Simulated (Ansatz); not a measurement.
Ti5Si3 (space group P6_3/mcm)

```xyz
16
Lattice="7.4035 0.0000 0.0000 -3.7018 6.4117 0.0000 0.0000 0.0000 5.0689" Properties=species:S:1:pos:R:3 pbc="T T T"
Ti     0.0000     4.2744     0.0000
Ti     3.7018     2.1372     0.0000
Ti     3.7018     2.1372     2.5345
Ti     0.0000     4.2744     2.5345
Ti     1.8479     0.0000     1.2672
Ti     5.5556     0.0000     3.8017
Ti     0.9240     1.6004     3.8017
Ti     2.7778     4.8113     1.2672
Ti    -0.9240     1.6004     1.2672
Ti    -2.7778     4.8113     3.8017
Si     4.4985     0.0000     1.2672
Si     2.9050     0.0000     3.8017
Si     2.2493     3.8958     3.8017
Si     1.4525     2.5158     1.2672
Si    -2.2493     3.8958     1.2672
Si    -1.4525     2.5158     3.8017
```

E(V) scan at fixed shape, V₀ the volume above. The atoms relax within the cell's symmetry.

Method: PBEsol (plane waves to 420 eV, PAW, scalar-relativistic; Ansatz, a program for electronic structure). k mesh 6×6×8 (Γ-centred), Fermi-Dirac smearing 0.05 eV. Energies are smeared free energies. Compression counts positive. With the shape held, the modulus is that of even scaling; a crystal free to change shape is softer. Ti5Si3 is run without spin polarisation. Ti5Si3 was relaxed with its symmetry unable to fall. ΔE is measured from the relaxed starting cell. The last digit holds for this mesh only.

```tsv
V (Å³/atom)	ΔE (meV/atom)
14.136	28.2
14.287	19.2
14.437	12.1
14.587	withheld
14.738	2.9
14.888	0.7
15.039	0.0
15.189	0.7
15.339	2.7
15.490	6.0
15.640	10.6
15.790	16.2
15.941	23.0
```

### Question
Fit a third-order Birch-Murnaghan form (E₀, V₀, B₀, B₀′ free) to the given rows and predict ΔE at V = 14.587.

### Answer
Least squares on the 12 given rows: ΔE = E₀ + (9V₀B₀/16)·y²·[2 + (B₀′ − 4)y], y = (V₀/V)^(2/3) − 1, with V₀ = 15.039 Å³/atom, B₀ = 150.3 GPa (160.2 GPa = 1 eV/Å³; the term in eV is multiplied by 1000), B₀′ = 4.07, E₀ = -0.01 meV/atom; root-mean-square residual 0.02 meV/atom. At 14.587 the fit gives 6.7 meV/atom; the calculation gives 6.7 meV/atom, the same to the digits shown. For the pressure the fit gives 4.9 GPa against the computed 4.9 GPa.

(Under strain, the slope of the energy per volume gives the stress and its curvature an elastic modulus.)
